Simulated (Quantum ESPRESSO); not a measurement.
## Si3O4FN (one run as intended and one with a planted mistake)

A calculation, not a measurement. The program is pw.x of Quantum ESPRESSO 7.5 (plane-wave density functional theory). The cell is made up: 9 atoms on a quartz lattice, with randomly drawn elements, strain and displacements, not relaxed. PseudoDojo standard norm-conserving files (v0.5 for PBE, v0.4.1 for LDA and PBEsol) set the functional; there is no spin polarisation, spin-orbit coupling or dispersion term, and the masses in the input are unused placeholders.

Intended input:

```
&control calculation='scf', pseudo_dir='./dojo.nc.sr.pbe.v0_5.standard.upf', outdir='./o', disk_io='medium', tprnfor=.true., tstress=.true. /
&system ibrav=0, nat=9, ntyp=4, nbnd=30, ecutwfc=84.00895049, nosym=.true., tot_charge=0,
 occupations='smearing', smearing='fd', degauss=0.0018374661
/
&electrons conv_thr=7.350e-09, electron_maxstep=60, /
ATOMIC_SPECIES
F 1.0 F.upf
N 1.0 N.upf
O 1.0 O.upf
Si 1.0 Si.upf
CELL_PARAMETERS angstrom
5.2181 -0.0108 -0.0383
-2.6184 4.4723 0.0279
-0.042 0.0111 5.6582
ATOMIC_POSITIONS angstrom
Si 2.4038 0.0141 3.7808
Si -1.2301 2.0799 1.933
Si 1.3676 2.3653 -0.0007
O 1.452 1.1825 4.4202
O 3.4369 0.65 2.5307
O 2.9151 2.6129 0.6483
F 0.2981 1.8695 1.2035
N -1.1758 3.3641 3.0833
O 0.818 3.8003 4.9855
K_POINTS automatic
5 5 4 1 1 1
```

The log is shortened where brackets say so; the opening notice, blank lines, dates and the lines on written files are dropped, and the path of the files is cut. It prints rydbergs, bohrs and kilobars, and counts compression as positive stress. Where no state is partly filled, the Fermi energy that it prints is only some level between the filled and the empty states on the mesh, and need not lie in the true gap.

Log of the intended run:

```
     Program PWSCF v.7.5
     Parallel version (MPI & OpenMP), running on       1 processor cores
     Number of MPI processes:                 1
     Threads/MPI process:                     1
     [start-up lines left out]
     bravais-lattice index     =            0
     lattice parameter (alat)  =       9.8611  a.u.
     unit-cell volume          =     889.9515 (a.u.)^3
     number of atoms/cell      =            9
     number of atomic types    =            4
     number of electrons       =        48.00
     number of Kohn-Sham states=           30
     kinetic-energy cutoff     =      84.0090  Ry
     charge density cutoff     =     336.0358  Ry
     scf convergence threshold =      7.3E-09
     mixing beta               =       0.7000
     number of iterations used =            8  plain     mixing
     Exchange-correlation= PBE
                           (   1   4   3   4   0   0   0)
     [axes and pseudopotential details left out]
   Cartesian axes
     site n.     atom                  positions (alat units)
         1        Si     tau(   1) = (   0.4606524   0.0027021   0.7245338  )
         2        Si     tau(   2) = (  -0.2357303   0.3985818   0.3704306  )
         3        Si     tau(   3) = (   0.2620801   0.4532744  -0.0001341  )
         4        O      tau(   4) = (   0.2782541   0.2266085   0.8470653  )
         5        O      tau(   5) = (   0.6586305   0.1245628   0.4849709  )
         6        O      tau(   6) = (   0.5586354   0.5007233   0.1242370  )
         7        F      tau(   7) = (   0.0571264   0.3582618   0.2306328  )
         8        N      tau(   8) = (  -0.2253245   0.6446795   0.5908684  )
         9        O      tau(   9) = (   0.1567575   0.7282707   0.9553966  )
     number of k points=    50  Fermi-Dirac smearing, width (Ry)=  0.0018
                       cart. coord. in units 2pi/alat
        k(    1) = (   0.1012147   0.1752159   0.1156883), wk =   0.0400000
        k(    2) = (   0.1029061   0.1747678   0.3462632), wk =   0.0400000
     [further k points left out]
     Dense  grid:    92625 G-vectors     FFT dimensions: (  60,  60,  64)
     Estimated max dynamical RAM per process >     117.83 MB
     Initial potential from superposition of free atoms
     starting charge      47.9981, renormalised to      48.0000
     Starting wfcs are   36 randomized atomic wfcs
     total cpu time spent up to now is       16.7 secs
     per-process dynamical memory:    90.3 Mb
     Self-consistent Calculation
     iteration #  1     ecut=    84.01 Ry     beta= 0.70
     Davidson diagonalization with overlap
     ethr =  1.00E-02,  avg # of iterations =  3.0
     total cpu time spent up to now is       58.5 secs
     total energy              =    -227.12659922 Ry
     estimated scf accuracy    <       2.66937372 Ry
     iteration #  2     ecut=    84.01 Ry     beta= 0.70
     Davidson diagonalization with overlap
     ethr =  5.56E-03,  avg # of iterations =  3.0
     total cpu time spent up to now is      102.2 secs
     total energy              =    -227.45781580 Ry
     estimated scf accuracy    <       3.64883200 Ry
     [iterations 3 to 10 left out]
     iteration # 11     ecut=    84.01 Ry     beta= 0.70
     Davidson diagonalization with overlap
     ethr =  9.41E-10,  avg # of iterations =  2.0
     total cpu time spent up to now is      361.7 secs
     total energy              =    -228.29810687 Ry
     estimated scf accuracy    <       0.00000004 Ry
     iteration # 12     ecut=    84.01 Ry     beta= 0.70
     Davidson diagonalization with overlap
     ethr =  8.62E-11,  avg # of iterations =  2.2
     total cpu time spent up to now is      383.4 secs
     End of self-consistent calculation
     [lines on levels left out]
     the Fermi energy is     4.8168 ev
!    total energy              =    -228.29810688 Ry
     estimated scf accuracy    <          3.6E-09 Ry
     smearing contrib. (-TS)   =      -0.00000000 Ry
     internal energy E=F+TS    =    -228.29810688 Ry
     The total energy is F=E-TS. E is the sum of the following terms:
     one-electron contribution =    -118.53974860 Ry
     hartree contribution      =      82.84086986 Ry
     xc contribution           =     -60.31613310 Ry
     ewald contribution        =    -132.28309503 Ry
     convergence has been achieved in  12 iterations
     Forces acting on atoms (cartesian axes, Ry/au):
     atom    1 type  4   force =     0.02881237   -0.05193707   -0.06788106
     atom    2 type  4   force =    -0.17385519    0.12914511    0.16667406
     atom    3 type  4   force =     0.15241733    0.03553662   -0.16133084
     atom    4 type  3   force =    -0.01729747    0.07926757    0.10586437
     atom    5 type  3   force =     0.01261577    0.02259212    0.00397523
     atom    6 type  3   force =    -0.04065563   -0.05531962    0.00985092
     atom    7 type  1   force =     0.02899128   -0.03380857   -0.02515902
     atom    8 type  2   force =     0.01200636   -0.08887707   -0.07453083
     atom    9 type  3   force =    -0.00303481   -0.03659910    0.04253717
     Total force =     0.419523     Total SCF correction =     0.000076
     Computing stress (Cartesian axis) and pressure
          total   stress  (Ry/bohr**3)                   (kbar)     P=     -104.95
  -0.00047378   0.00011534  -0.00020627          -69.70       16.97      -30.34
   0.00011534  -0.00084767  -0.00001197           16.97     -124.70       -1.76
  -0.00020627  -0.00001197  -0.00081888          -30.34       -1.76     -120.46
     init_run     :     15.15s CPU     16.60s WALL (       1 calls)
     electrons    :    342.35s CPU    366.73s WALL (       1 calls)
     forces       :      5.33s CPU      5.41s WALL (       1 calls)
     stress       :     15.87s CPU     15.93s WALL (       1 calls)
     [timing details left out]
     PWSCF        :   6m18.87s CPU   6m45.00s WALL
     JOB DONE.
```

A second run has one planted mistake: two atoms have their elements exchanged. The input lines that differ, file-writing options aside:

```
- F 0.2981 1.8695 1.2035
+ N 0.2981 1.8695 1.2035
- N -1.1758 3.3641 3.0833
+ F -1.1758 3.3641 3.0833
```

Its log:

```
     Program PWSCF v.7.5
     Parallel version (MPI & OpenMP), running on       1 processor cores
     Number of MPI processes:                 1
     Threads/MPI process:                     1
     [start-up lines left out]
     bravais-lattice index     =            0
     lattice parameter (alat)  =       9.8611  a.u.
     unit-cell volume          =     889.9515 (a.u.)^3
     number of atoms/cell      =            9
     number of atomic types    =            4
     number of electrons       =        48.00
     number of Kohn-Sham states=           30
     kinetic-energy cutoff     =      84.0090  Ry
     charge density cutoff     =     336.0358  Ry
     scf convergence threshold =      7.3E-09
     mixing beta               =       0.7000
     number of iterations used =            8  plain     mixing
     Exchange-correlation= PBE
                           (   1   4   3   4   0   0   0)
     [axes and pseudopotential details left out]
   Cartesian axes
     site n.     atom                  positions (alat units)
         1        Si     tau(   1) = (   0.4606524   0.0027021   0.7245338  )
         2        Si     tau(   2) = (  -0.2357303   0.3985818   0.3704306  )
         3        Si     tau(   3) = (   0.2620801   0.4532744  -0.0001341  )
         4        O      tau(   4) = (   0.2782541   0.2266085   0.8470653  )
         5        O      tau(   5) = (   0.6586305   0.1245628   0.4849709  )
         6        O      tau(   6) = (   0.5586354   0.5007233   0.1242370  )
         7        N      tau(   7) = (   0.0571264   0.3582618   0.2306328  )
         8        F      tau(   8) = (  -0.2253245   0.6446795   0.5908684  )
         9        O      tau(   9) = (   0.1567575   0.7282707   0.9553966  )
     number of k points=    50  Fermi-Dirac smearing, width (Ry)=  0.0018
                       cart. coord. in units 2pi/alat
        k(    1) = (   0.1012147   0.1752159   0.1156883), wk =   0.0400000
        k(    2) = (   0.1029061   0.1747678   0.3462632), wk =   0.0400000
     [further k points left out]
     Dense  grid:    92625 G-vectors     FFT dimensions: (  60,  60,  64)
     Estimated max dynamical RAM per process >     117.83 MB
     Initial potential from superposition of free atoms
     starting charge      47.9981, renormalised to      48.0000
     Starting wfcs are   36 randomized atomic wfcs
     total cpu time spent up to now is       15.9 secs
     per-process dynamical memory:    72.6 Mb
     Self-consistent Calculation
     iteration #  1     ecut=    84.01 Ry     beta= 0.70
     Davidson diagonalization with overlap
     ethr =  1.00E-02,  avg # of iterations =  3.0
     total cpu time spent up to now is       53.2 secs
     total energy              =    -227.13465059 Ry
     estimated scf accuracy    <       2.65002444 Ry
     iteration #  2     ecut=    84.01 Ry     beta= 0.70
     Davidson diagonalization with overlap
     ethr =  5.52E-03,  avg # of iterations =  3.1
     total cpu time spent up to now is       86.0 secs
     total energy              =    -227.53332942 Ry
     estimated scf accuracy    <       3.40975381 Ry
     [iterations 3 to 10 left out]
     iteration # 11     ecut=    84.01 Ry     beta= 0.70
     Davidson diagonalization with overlap
     ethr =  1.99E-09,  avg # of iterations =  3.3
     total cpu time spent up to now is      350.9 secs
     total energy              =    -228.29841651 Ry
     estimated scf accuracy    <       0.00000006 Ry
     iteration # 12     ecut=    84.01 Ry     beta= 0.70
     Davidson diagonalization with overlap
     ethr =  1.28E-10,  avg # of iterations =  2.1
     total cpu time spent up to now is      377.2 secs
     End of self-consistent calculation
     [lines on levels left out]
     the Fermi energy is     4.6482 ev
!    total energy              =    -228.29841652 Ry
     estimated scf accuracy    <          4.2E-09 Ry
     smearing contrib. (-TS)   =      -0.00000000 Ry
     internal energy E=F+TS    =    -228.29841652 Ry
     The total energy is F=E-TS. E is the sum of the following terms:
     one-electron contribution =    -118.68639359 Ry
     hartree contribution      =      82.85900192 Ry
     xc contribution           =     -60.30491817 Ry
     ewald contribution        =    -132.16610668 Ry
     convergence has been achieved in  12 iterations
     Forces acting on atoms (cartesian axes, Ry/au):
     atom    1 type  4   force =     0.16115288    0.12751294    0.07146717
     atom    2 type  4   force =     0.06406844   -0.09867700   -0.25827283
     atom    3 type  4   force =    -0.01829629   -0.04378320    0.10253707
     atom    4 type  3   force =     0.02882142   -0.01792323   -0.00801046
     atom    5 type  3   force =    -0.06914413   -0.00704575    0.09172955
     atom    6 type  3   force =    -0.00368449   -0.01295083    0.03861138
     atom    7 type  2   force =    -0.05613286    0.02146698    0.04689842
     atom    8 type  1   force =    -0.04392385    0.00130466    0.02676705
     atom    9 type  3   force =    -0.06286113    0.03009543   -0.11172735
     Total force =     0.427296     Total SCF correction =     0.000054
     Computing stress (Cartesian axis) and pressure
          total   stress  (Ry/bohr**3)                   (kbar)     P=     -111.06
  -0.00098107   0.00023116   0.00007506         -144.32       34.00       11.04
   0.00023116  -0.00037287   0.00022421           34.00      -54.85       32.98
   0.00007506   0.00022421  -0.00091095           11.04       32.98     -134.01
     init_run     :     14.08s CPU     15.78s WALL (       1 calls)
     electrons    :    336.64s CPU    361.38s WALL (       1 calls)
     forces       :      5.05s CPU      5.14s WALL (       1 calls)
     stress       :     16.71s CPU     16.80s WALL (       1 calls)
     [timing details left out]
     PWSCF        :   6m12.73s CPU   6m40.78s WALL
     JOB DONE.
```

|  | intended run | run with the mistake |
| --- | --- | --- |
| free energy (eV) | -3106.154 | -3106.158 |
| smearing term -TS (eV) | 0.0000 | 0.0000 |
| pressure (GPa) | -10.50 | -11.11 |
| largest force component (eV/Å) | 4.470 | 6.640 |
| largest change of a force component (eV/Å) |  | 10.926 |
| iterations | 12 | 12 |

For scale, a rerun of the intended cell at a cutoff of 1437 eV and k mesh 7 x 7 x 6 moved values by no more than 0.002 eV in energy, 0.02 GPa in stress and 0.002 eV/Å in force.